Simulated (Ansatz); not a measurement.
Piezoelectric tensor of Ga$_{4}$AsP$_{3}$

The calculation used DFT PBE, scalar-relativistic, plane waves, PAW in Ansatz 0.2.0. Cutoff 420 eV, 8×4×4 k-points (Γ-centred), fixed occupations. No spin polarisation.

Equilibrium structure at this level:
```
Ga P As
1.0
     3.93412    0.00000    0.00000
     0.00000    3.93549    5.56432
     0.00000   -3.93549    5.56432
Ga P As
4 3 1
Direct
  0.00000 0.99507 0.99507
  0.50000 0.50726 0.99717
  0.50000 0.99717 0.50726
  0.00000 0.50034 0.50034
  0.00000 0.62484 0.12511
  0.00000 0.12511 0.62484
  0.50000 0.62503 0.62503
  0.50000 0.12518 0.12518
```

It was reached by relaxing an invented guess, and it needn't be the stable form of this composition.

Q: Give the relaxed-ion proper piezoelectric stress tensor e_iJ (C/m², Voigt columns xx yy zz yz xz xy).

A:
```
x    0.000  0.000  0.000  0.000 -0.240  0.000
y    0.000  0.000  0.000  0.233  0.000  0.000
z   -0.233  0.230 -0.003  0.000  0.000  0.000
```
Signs follow the orientation of the cell as given.

Q: With the elastic constants (GPa, Voigt order)
```
145.0  23.0  49.4   0.0   0.0   0.0
 23.0 145.2  49.6   0.0   0.0   0.0
 49.4  49.6 118.4   0.0   0.0   0.0
  0.0   0.0   0.0  60.8   0.0   0.0
  0.0   0.0   0.0   0.0  60.8   0.0
  0.0   0.0   0.0   0.0   0.0  34.4
```
find the strain coefficients d = e·C⁻¹ (pC/N).

A:
```
x    0.00  0.00  0.00  0.00 -3.94  0.00
y    0.00  0.00  0.00  3.83  0.00  0.00
z   -1.90  1.89 -0.02  0.00  0.00  0.00
```
